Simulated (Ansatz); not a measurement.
Consider the following.

GaN:
Space group P6₃mc (No. 186); a = 3.183 Å, b = 3.183 Å, c = 5.184 Å, α = 90.00°, β = 90.00°, γ = 120.00°

```tsv
atom	site	symmetry	x	y	z
Ga	2b	3m.	0.6667	0.3333	0.0010
N	2b	3m.	0.3333	0.6667	0.1242
```

This is the r²SCAN-relaxed structure.

All from r²SCAN in the plane-wave PAW code Ansatz, unless another level is named. Give the Debye temperature from the elastic constants.

636 K.

Predict the highest zone-centre frequency (without LO–TO term).

20.88 THz.

Space group P6_3mc (wurtzite). Symmetry was held in the r²SCAN relaxation; phonons on a q-mesh show no instability.

Potentials: the later of the program's two PAW sets.
